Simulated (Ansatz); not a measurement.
LaN:
Space group F-43m (No. 216); a = b = c = 5.547 Å, α = β = γ = 90.00°

```csv
atom,site,symmetry,x,y,z
N,4d,-43m,0.7500,0.7500,0.7500
La,4a,-43m,0.0000,0.0000,0.0000
```
(The calculation used a cell of 2 atoms; values per cell refer to that cell.)

Relaxed with PBEsol.

Problem. Which orbitals make up the states near the band edges in PBEsol (plane waves, PAW; program Ansatz)?

Solution. Top 1 eV of the valence band: N 2p 69 %, La 5d 17 %, La 4f 6 %. Bottom 1 eV of the conduction band: La 6s 40 %, La 4f 29 %, La 5d 10 %, N 2s 9 %, N 2p 6 %. Projections are on Löwdin-orthogonalised atomic valence shells; empty p or d shells of many metals are not among them.

Problem. Tabulate the density of states.

Solution. States/eV per cell of 2 atoms, in 0.25 eV bins, energy from the valence-band maximum.

```tsv
E (eV)	total	La 4f	N 2p	La 5d
-7.89	0.00	0.00	0.00	0.00
-7.64	0.00	0.00	0.00	0.00
-7.39	0.00	0.00	0.00	0.00
-7.14	0.00	0.00	0.00	0.00
-6.89	0.00	0.00	0.00	0.00
-6.64	0.00	0.00	0.00	0.00
-6.39	0.00	0.00	0.00	0.00
-6.14	0.00	0.00	0.00	0.00
-5.89	0.00	0.00	0.00	0.00
-5.64	0.00	0.00	0.00	0.00
-5.39	0.00	0.00	0.00	0.00
-5.14	0.00	0.00	0.00	0.00
-4.89	0.00	0.00	0.00	0.00
-4.64	0.00	0.00	0.00	0.00
-4.39	0.00	0.00	0.00	0.00
-4.14	0.00	0.00	0.00	0.00
-3.89	0.00	0.00	0.00	0.00
-3.64	0.00	0.00	0.00	0.00
-3.39	0.00	0.00	0.00	0.00
-3.14	0.00	0.00	0.00	0.00
-2.89	0.00	0.00	0.00	0.00
-2.64	0.31	0.01	0.15	0.12
-2.39	1.12	0.03	0.58	0.39
-2.14	1.76	0.05	0.94	0.58
-1.89	2.24	0.07	1.27	0.71
-1.64	4.20	0.16	2.47	1.32
-1.39	2.56	0.10	1.57	0.76
-1.14	3.37	0.13	2.09	0.91
-0.89	2.42	0.11	1.57	0.52
-0.64	2.74	0.16	1.88	0.43
-0.39	2.39	0.18	1.72	0.34
-0.14	0.90	0.07	0.66	0.12
0.11	0.00	0.00	0.00	0.00
0.36	0.00	0.00	0.00	0.00
0.61	0.00	0.00	0.00	0.00
0.86	0.00	0.00	0.00	0.00
1.11	0.01	0.00	0.00	0.00
1.36	0.04	0.01	0.00	0.00
1.61	0.08	0.02	0.00	0.00
1.86	0.12	0.04	0.01	0.00
2.11	1.41	0.20	0.06	0.87
2.36	3.51	0.71	0.23	1.98
2.61	2.84	1.10	0.22	0.96
2.86	0.06	0.02	0.00	0.03
3.11	0.87	0.37	0.05	0.35
3.36	5.22	2.54	0.52	1.97
3.61	2.97	1.97	0.10	0.78
3.86	9.34	8.18	0.05	0.93
4.11	7.83	7.53	0.03	0.20
4.36	13.50	12.99	0.03	0.43
```

The start of the workflow was typed in or built on a structure type; neither database checked (COD, Materials Project) lists it. COD files the formula under space group No. 225. Its standing as an ambient phase is unchecked. The cell was relaxed with PBEsol under the symmetry of its start; whether a distortion lowers the energy is not shown. Spin–orbit coupling is left out wherever it is not named.

Potentials: the earlier of the program's two PAW sets. The files were generated under PBE; for other functionals the program regenerates the frozen cores, and for LDA and PBEsol the local potential too.
